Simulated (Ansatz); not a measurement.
Eigenvalues along a path: Rb (sc type)

```
Rb
1.0
     3.43276    0.00000    0.00000
     0.00000    3.43276    0.00000
     0.00000    0.00000    3.43276
Rb
1
Direct
  0.00000 0.00000 0.00000
```

The cell comes from a relaxation on PAW files under the same functional, begun from a prototype that needn't be the stable phase.

Computed with Ansatz 0.2.0; functional PBEsol, scalar-relativistic. Settings: a Γ-centred 9×9×9 k mesh, Fermi–Dirac smearing of 0.1 eV, no spin polarisation. Methods: LAPW: all electrons, basis error target 1 meV/atom.

This run: volume at 0.43 of the series' base cell.

Path points, in fractions of the reciprocal vectors: Γ (0.000, 0.000, 0.000), X (0.000, 0.500, 0.000), M (0.500, 0.500, 0.000), R (0.500, 0.500, 0.500). The distance column jumps between branches of the path. Levels in eV from the Fermi level; bands 10 to 15, counted from the lowest band of the run. The gap is zero, the pressure 6.85 GPa.

```
# k(1/Å) point b10 b11 b12 b13 b14 b15
0.000 Γ -12.64 -12.64 -12.64 -2.77 1.93 1.93
0.114 - -12.70 -12.63 -12.63 -2.68 1.97 2.01
0.229 - -12.87 -12.62 -12.62 -2.44 2.06 2.22
0.343 - -13.12 -12.59 -12.59 -2.07 2.20 2.47
0.458 - -13.40 -12.57 -12.57 -1.61 2.38 2.62
0.572 - -13.66 -12.54 -12.54 -1.09 2.52 2.59
0.686 - -13.87 -12.52 -12.52 -0.54 2.15 2.78
0.801 - -14.00 -12.50 -12.50 -0.01 1.67 2.92
0.915 X -14.05 -12.50 -12.50 0.29 1.38 2.97
1.030 - -14.04 -12.55 -12.49 0.39 1.30 3.05
1.144 - -14.01 -12.71 -12.48 0.68 1.08 3.29
1.258 - -13.97 -12.93 -12.46 0.74 1.09 3.68
1.373 - -13.92 -13.18 -12.43 0.35 1.55 4.18
1.487 - -13.87 -13.42 -12.41 -0.02 2.00 4.66
1.602 - -13.83 -13.62 -12.39 -0.33 2.42 4.96
1.716 - -13.80 -13.74 -12.37 -0.52 2.73 5.03
1.830 M -13.79 -13.79 -12.37 -0.59 2.85 5.05
1.992 - -13.76 -13.75 -12.38 -0.46 2.62 4.97
2.154 - -13.67 -13.64 -12.41 -0.17 2.14 4.72
2.316 - -13.53 -13.46 -12.45 -0.12 1.98 4.26
2.477 - -13.33 -13.25 -12.50 -0.67 2.34 3.65
2.639 - -13.10 -13.03 -12.55 -1.42 2.47 3.00
2.801 - -12.87 -12.83 -12.60 -2.12 2.24 2.44
2.963 - -12.70 -12.69 -12.63 -2.60 2.02 2.07
3.125 Γ -12.64 -12.64 -12.64 -2.77 1.93 1.93
3.323 - -12.70 -12.68 -12.68 -2.51 2.10 2.10
3.521 - -12.87 -12.80 -12.80 -1.81 2.55 2.55
3.719 - -13.08 -12.98 -12.98 -0.86 3.15 3.15
3.917 - -13.27 -13.16 -13.16 -0.03 3.28 3.28
4.115 - -13.41 -13.33 -13.33 0.41 2.56 2.56
4.313 - -13.50 -13.45 -13.45 0.65 1.81 1.81
4.512 - -13.55 -13.53 -13.53 0.95 1.31 1.31
4.710 R -13.56 -13.56 -13.56 1.14 1.14 1.14
4.872 - -13.58 -13.53 -13.53 0.98 1.23 1.30
5.033 - -13.63 -13.45 -13.42 0.69 1.50 1.76
5.195 - -13.71 -13.31 -13.26 0.50 1.94 2.34
5.357 - -13.80 -13.12 -13.06 0.48 2.52 2.55
5.519 - -13.90 -12.91 -12.86 0.63 1.89 3.30
5.680 - -13.98 -12.70 -12.67 0.92 1.08 3.59
5.842 - -14.03 -12.55 -12.54 0.50 1.23 3.13
6.004 X -14.05 -12.50 -12.50 0.29 1.38 2.97
7.298 R -13.56 -13.56 -13.56 1.14 1.14 1.14
7.413 - -13.57 -13.57 -13.52 1.02 1.22 1.22
7.527 - -13.60 -13.60 -13.40 0.73 1.47 1.47
7.641 - -13.63 -13.63 -13.22 0.38 1.86 1.86
7.756 - -13.68 -13.68 -13.00 0.06 2.40 2.40
7.870 - -13.72 -13.72 -12.77 -0.22 3.06 3.06
7.985 - -13.75 -13.75 -12.56 -0.42 3.50 3.81
8.099 - -13.78 -13.78 -12.42 -0.55 3.02 4.58
8.213 M -13.79 -13.79 -12.37 -0.59 2.85 5.05
```
